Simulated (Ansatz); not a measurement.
**Ga, one cell by several methods**

```xyz
2
Lattice="1.4378 -4.0308 0.0000 1.4378 4.0308 0.0000 0.0000 0.0000 3.1434" Properties=species:S:1:pos:R:3 pbc="T T T"
Ga    1.4378   -2.9586    0.7858
Ga    1.4378    2.9586    2.3575
```

Atom numbers follow the list: Ga1, Ga2.

The cell comes from COD entry 9012485, which wasn't checked; take it as a given geometry. The listed cell was then made from it by scaling, straining or moving an atom.

All numbers are computed: DFT, LDA, PAW with Ansatz's default frozen-core files, scalar-relativistic (Ansatz 0.2.0); DFT, LDA, all-electron LAPW, scalar-relativistic (Ansatz 0.2.0).

For PAW: a Γ-centred 12×12×10 k mesh, Fermi–Dirac smearing of 0.08 eV, cutoff 420 eV, no spin polarisation; the PAW files were made with PBE, and the program remakes their frozen cores for this functional. LAPW targets a basis error of 1 meV/atom. The Ansatz runs share mesh, smearing and spin set-up. Plane-wave (PAW) pressures include the program's estimate of the Pulay term.

Stress and pressure are positive in compression.

The change that made this cell: volume scaled by 0.975.

```
              quantity    PAW   LAPW
        pressure (GPa)  -2.66  -2.61
       stress xx (GPa)  -4.91  -4.87
       stress yy (GPa)  -1.80  -1.75
       stress zz (GPa)  -1.26  -1.21
force on Ga1, y (eV/Å)  0.192  0.191
```

PAW's pressure differs from the LAPW value by -0.05 GPa.
